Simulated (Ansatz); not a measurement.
Phonons of a relaxed structure of KBr by density-functional perturbation theory (low response-accuracy setting, no LO–TO term) at Γ and zone-boundary points with q components 0 or ½ of the primitive reciprocal vectors. Computed with PBE (plane waves to 420 eV, PAW, scalar-relativistic; Ansatz, a first-principles code). Γ-centred k-mesh 8×8×8, Fermi–Dirac smearing 0.05 eV.

```
CELL_PARAMETERS angstrom
      0.00000     3.35261     3.35261
      3.35261     0.00000     3.35261
      3.35261     3.35261     0.00000
ATOMIC_POSITIONS crystal
  Br 0.00000 0.00000 0.00000
  K  0.50000 0.50000 0.50000
```

Space group Fm-3m (No. 225), rock salt type.

Task: Are there soft modes? Where, and how strong?

Result: No instability shows at these points (nothing beyond 15i cm⁻¹, the threshold used here). Other wavevectors were not sampled, so this does not prove stability.

Task: Give the phonon wavenumbers.

Result: 
| q | wavenumbers (cm⁻¹; i marks imaginary) |
|---|---|
| Γ | 0 (×3), 100 (×3) |
| L (½, 0, 0) | 63 (×2), 86 (×2), 88, 135 |
| X (½, ½, 0) | 42 (×2), 72, 104 (×2), 111 |

No spin polarisation in the result.
